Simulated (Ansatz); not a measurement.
Consider the following.

HfGe:
Space group I4₁md (No. 109); a = 3.4827 Å, b = 3.4827 Å, c = 13.6836 Å, α = 90.00°, β = 90.00°, γ = 90.00°

```json
[
 {"atom": "Hf", "site": "4a", "symmetry": "2mm.", "x": "0.0000", "y": "0.0000", "z": "0.7572"},
 {"atom": "Ge", "site": "4a", "symmetry": "2mm.", "x": "0.0000", "y": "0.0000", "z": "0.1588"}
]
```
(The calculation used a cell of 4 atoms; values per cell refer to that cell.)

This is the PBE-relaxed structure.

All from the program Ansatz at the PBE level (PAW), unless another level is named. Give the electronic character.

metallic (no gap).

Predict the formation energy from the elements (no fitted shifts).

-0.29 eV/atom.

Predict the density of states at the Fermi level.

0.56 states/eV per atom (mean over ±0.08 eV).

Space group I4_1md. A made-up cell: these elements were put on the sites of a structure type; neither database checked (COD, Materials Project) lists it. Its standing as an ambient phase is unchecked. Symmetry was held in the PBE relaxation; its stability against distortions is not shown here. No spin polarisation was allowed. The references are the lowest solids computed at this level, not always the standard phases. Spin–orbit coupling is left out wherever it is not named.

Potentials: the earlier of the program's two PAW sets.
